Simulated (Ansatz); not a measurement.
Independent-particle absorption of BN (P6_3mc, a = 2.544 Å, b = 2.544 Å, c = 4.208 Å, α = 90.00°, β = 90.00°, γ = 120.00°), no local fields or excitons, 0.1 eV broadening. All numbers below come from Ansatz 0.2.0, DFT r2SCAN, scalar-relativistic, plane waves, PAW.

Plane waves to 500 eV, a k mesh through Γ of 12×12×6 on the computed 4-atom cell and Gaussian smearing (0.02 eV); no spin polarisation. The spectrum is summed on a 18×18×9 mesh.

```yaml
crystal:
  lattice:
    - [2.54397, 0.00000, 0.00000]
    - [-1.27198, 2.20314, 0.00000]
    - [0.00000, 0.00000, 4.20774]
  atoms:
    - { symbol: B, position: [0.66667, 0.33333, 0.99980] }
    - { symbol: B, position: [0.33333, 0.66667, 0.49980] }
    - { symbol: N, position: [0.66667, 0.33333, 0.62520] }
    - { symbol: N, position: [0.33333, 0.66667, 0.12520] }
```

(photon energy (eV), ε2,xx): (0.0, 0.00), (0.4, 0.00), (0.8, 0.00), (1.2, 0.00), (1.6, 0.00), (2.0, 0.00), (2.4, 0.00), (2.8, 0.00), (3.2, 0.00), (3.6, 0.00), (4.0, 0.00), (4.4, 0.00), (4.8, 0.00), (5.2, 0.00), (5.6, 0.00), (6.0, 0.00), (6.4, 0.00), (6.8, 0.00), (7.2, 0.00), (7.6, 0.00), (8.0, 0.00), (8.4, 0.00), (8.8, 0.00), (9.2, 0.10), (9.6, 0.55), (10.0, 1.11), (10.4, 2.27), (10.8, 5.65), (11.2, 9.34), (11.6, 16.79), (12.0, 12.37), (12.4, 13.19), (12.8, 11.57), (13.2, 9.09), (13.6, 7.75), (14.0, 7.48)

The strongest peak lies near 11.4 eV. ε∞ (xx, yy, zz) = 4.4, 4.4, 4.5.

This wurtzite form isn't the usual stable structure of the compound.

Cost: 1 run of about 0.66 core-minutes, on Intel Xeon 6975P-C (Granite Rapids) (shared hosts).